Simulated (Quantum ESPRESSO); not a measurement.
## Zr2Sc2RhTaSn2 (input and log of a self-consistent run)

A calculation, not a measurement. The program is pw.x of Quantum ESPRESSO 7.5 (plane-wave density functional theory). The cell is made up: eight metal atoms on a face-centred cubic lattice, with elements, volume, strain and displacements drawn at random and not relaxed, so it may be unstable or far from any real phase. PseudoDojo standard norm-conserving files set the functional (PBE unless stated); there is no spin polarisation or spin-orbit coupling, the Fermi-Dirac width of 0.25 eV means electrons at about 2900 K, and the masses in the input are unused placeholders. The tin pseudopotential is less sure than most, with forces differing by about three percent from a second method on plain tin. Heavy elements are run without spin-orbit coupling, which real alloys of them have. A spin test at this wide smearing found no moment, but such smearing suppresses magnetism that the real alloy may have.

Input:

```
&control calculation='scf', pseudo_dir='./dojo.nc.sr.pbe.v0_5.standard.upf', outdir='./o', disk_io='minimal', tprnfor=.true., tstress=.true. /
&system ibrav=0, nat=8, ntyp=5, nbnd=68, ecutwfc=87.97787729, nosym=.true., tot_charge=0,
 occupations='smearing', smearing='fd', degauss=0.0183746611
/
&electrons conv_thr=1.470e-08, electron_maxstep=70, mixing_beta=0.5 /
ATOMIC_SPECIES
Rh 1.0 Rh.upf
Sc 1.0 Sc.upf
Sn 1.0 Sn.upf
Ta 1.0 Ta.upf
Zr 1.0 Zr.upf
CELL_PARAMETERS angstrom
-0.038 4.6016 4.5881
4.6467 -0.1004 4.6505
4.5347 4.552 0.0117
ATOMIC_POSITIONS angstrom
Zr -0.0071 -0.0266 -0.0243
Sc 2.3169 2.4103 -0.0005
Rh 2.2699 -0.1197 2.445
Sc 4.6101 2.2377 2.3061
Ta -0.0441 2.2775 2.3355
Zr 2.1964 4.6327 2.2464
Sn 2.3279 2.2177 4.5597
Sn 4.546 4.4233 4.7241
K_POINTS automatic
5 4 5 1 1 1
```

The log is shortened where brackets say so; the opening notice, blank lines, dates and the lines on written files are dropped, and the path of the files is cut. It prints rydbergs, bohrs and kilobars, and counts compression as positive stress. Its total energy is the free energy E - TS of the whole cell.

```
     Program PWSCF v.7.5
     Parallel version (MPI & OpenMP), running on       4 processor cores
     Number of MPI processes:                 4
     Threads/MPI process:                     1
     [start-up lines left out]
     bravais-lattice index     =            0
     lattice parameter (alat)  =      12.2799  a.u.
     unit-cell volume          =    1327.6070 (a.u.)^3
     number of atoms/cell      =            8
     number of atomic types    =            5
     number of electrons       =       104.00
     number of Kohn-Sham states=           68
     kinetic-energy cutoff     =      87.9779  Ry
     charge density cutoff     =     351.9115  Ry
     scf convergence threshold =      1.5E-08
     mixing beta               =       0.5000
     number of iterations used =            8  plain     mixing
     Exchange-correlation= PBE
                           (   1   4   3   4   0   0   0)
     [axes and pseudopotential details left out]
   Cartesian axes
     site n.     atom                  positions (alat units)
         1        Zr     tau(   1) = (  -0.0010926  -0.0040934  -0.0037395  )
         2        Sc     tau(   2) = (   0.3565439   0.3709171  -0.0000769  )
         3        Rh     tau(   3) = (   0.3493112  -0.0184204   0.3762570  )
         4        Sc     tau(   4) = (   0.7094407   0.3443560   0.3548819  )
         5        Ta     tau(   5) = (  -0.0067865   0.3504807   0.3594063  )
         6        Zr     tau(   6) = (   0.3380004   0.7129186   0.3456948  )
         7        Sn     tau(   7) = (   0.3582367   0.3412782   0.7016848  )
         8        Sn     tau(   8) = (   0.6995765   0.6806944   0.7269840  )
     number of k points=    50  Fermi-Dirac smearing, width (Ry)=  0.0184
                       cart. coord. in units 2pi/alat
        k(    1) = (   0.0882889   0.0545766   0.0876260), wk =   0.0400000
        k(    2) = (   0.2327028   0.1965850  -0.0536041), wk =   0.0400000
     [further k points left out]
     Dense  grid:   147983 G-vectors     FFT dimensions: (  75,  75,  75)
     Estimated max dynamical RAM per process >     517.76 MB
     Estimated total dynamical RAM >       1.92 GB
     Initial potential from superposition of free atoms
     starting charge     103.9854, renormalised to     104.0000
     Starting wfcs are   78 randomized atomic wfcs
     total cpu time spent up to now is        8.7 secs
     per-process dynamical memory:   392.1 Mb
     Self-consistent Calculation
     iteration #  1     ecut=    87.98 Ry     beta= 0.50
     Davidson diagonalization with overlap
     ethr =  1.00E-02,  avg # of iterations =  2.4
     Threshold (ethr) on eigenvalues was too large:
     Diagonalizing with lowered threshold
     Davidson diagonalization with overlap
     ethr =  8.60E-04,  avg # of iterations =  3.5
     total cpu time spent up to now is       48.6 secs
     total energy              =   -1075.58364620 Ry
     estimated scf accuracy    <       0.99057625 Ry
     iteration #  2     ecut=    87.98 Ry     beta= 0.50
     Davidson diagonalization with overlap
     ethr =  9.52E-04,  avg # of iterations =  5.8
     total cpu time spent up to now is       74.7 secs
     total energy              =   -1075.45668924 Ry
     estimated scf accuracy    <       8.76996803 Ry
     iteration #  3     ecut=    87.98 Ry     beta= 0.50
     Davidson diagonalization with overlap
     ethr =  9.52E-04,  avg # of iterations =  3.9
     total cpu time spent up to now is       95.7 secs
     total energy              =   -1076.05837859 Ry
     estimated scf accuracy    <       1.26880301 Ry
     iteration #  4     ecut=    87.98 Ry     beta= 0.50
     Davidson diagonalization with overlap
     ethr =  9.52E-04,  avg # of iterations =  1.4
     total cpu time spent up to now is      112.8 secs
     total energy              =   -1076.10419218 Ry
     estimated scf accuracy    <       0.09627304 Ry
     iteration #  5     ecut=    87.98 Ry     beta= 0.50
     Davidson diagonalization with overlap
     ethr =  9.26E-05,  avg # of iterations =  6.7
     total cpu time spent up to now is      139.0 secs
     total energy              =   -1076.12116143 Ry
     estimated scf accuracy    <       0.11318083 Ry
     [iterations 6 to 12 left out]
     iteration # 13     ecut=    87.98 Ry     beta= 0.50
     Davidson diagonalization with overlap
     ethr =  1.21E-09,  avg # of iterations =  3.4
     total cpu time spent up to now is      296.9 secs
     total energy              =   -1076.13277438 Ry
     estimated scf accuracy    <       0.00000042 Ry
     iteration # 14     ecut=    87.98 Ry     beta= 0.50
     Davidson diagonalization with overlap
     ethr =  4.03E-10,  avg # of iterations =  2.7
     total cpu time spent up to now is      316.2 secs
     total energy              =   -1076.13277441 Ry
     estimated scf accuracy    <       0.00000053 Ry
     iteration # 15     ecut=    87.98 Ry     beta= 0.50
     Davidson diagonalization with overlap
     ethr =  4.03E-10,  avg # of iterations =  2.0
     total cpu time spent up to now is      333.8 secs
     total energy              =   -1076.13277446 Ry
     estimated scf accuracy    <       0.00000005 Ry
     iteration # 16     ecut=    87.98 Ry     beta= 0.50
     Davidson diagonalization with overlap
     ethr =  4.69E-11,  avg # of iterations =  5.6
     total cpu time spent up to now is      355.3 secs
     total energy              =   -1076.13277447 Ry
     estimated scf accuracy    <       0.00000002 Ry
     iteration # 17     ecut=    87.98 Ry     beta= 0.50
     Davidson diagonalization with overlap
     ethr =  1.75E-11,  avg # of iterations =  2.1
     total cpu time spent up to now is      373.3 secs
     End of self-consistent calculation
     [lines on levels left out]
!    total energy              =   -1076.13277447 Ry
     estimated scf accuracy    <          9.9E-10 Ry
     smearing contrib. (-TS)   =      -0.14671303 Ry
     internal energy E=F+TS    =   -1075.98606144 Ry
     The total energy is F=E-TS. E is the sum of the following terms:
     one-electron contribution =    -351.93107791 Ry
     hartree contribution      =     218.52452113 Ry
     xc contribution           =    -227.43322525 Ry
     ewald contribution        =    -715.14627941 Ry
     convergence has been achieved in  17 iterations
     Forces acting on atoms (cartesian axes, Ry/au):
     atom    1 type  5   force =     0.00460529    0.00570121    0.00120153
     atom    2 type  2   force =    -0.01075101   -0.01686485   -0.01042641
     atom    3 type  1   force =    -0.00077889   -0.00246137    0.00556066
     atom    4 type  2   force =     0.00495888    0.00547758   -0.00166601
     atom    5 type  4   force =     0.00481868    0.00241283    0.00147249
     atom    6 type  5   force =     0.01409708   -0.00678900    0.01346204
     atom    7 type  3   force =    -0.00895481   -0.00298304   -0.00019809
     atom    8 type  3   force =    -0.00799521    0.01550666   -0.00940621
     Total force =     0.039976     Total SCF correction =     0.000060
     Computing stress (Cartesian axis) and pressure
          total   stress  (Ry/bohr**3)                   (kbar)     P=     -111.83
  -0.00072439   0.00009805  -0.00004695         -106.56       14.42       -6.91
   0.00009805  -0.00074812   0.00002677           14.42     -110.05        3.94
  -0.00004695   0.00002677  -0.00080816           -6.91        3.94     -118.88
     init_run     :      8.08s CPU      8.43s WALL (       1 calls)
     electrons    :    359.83s CPU    364.59s WALL (       1 calls)
     forces       :      2.52s CPU      2.54s WALL (       1 calls)
     stress       :      9.02s CPU      9.22s WALL (       1 calls)
     [timing details left out]
     PWSCF        :   6m19.74s CPU   6m25.09s WALL
     JOB DONE.
```

In other units: free energy -14641.532 eV for the cell, pressure -11.18 GPa, largest force component 0.434 eV/Å in size. The run took 387 s of wall time with four MPI processes on a shared machine (Intel Xeon, 2023 or later, virtual cores), so the time is rough. A rerun of this cell at a higher cutoff and on a denser mesh moved values by no more than 0.003 eV in energy, 0.02 GPa in stress and 0.003 eV/Å in force, and a second program with other atomic files agreed on that cell to 2 % rms in force and 0.5 GPa in pressure.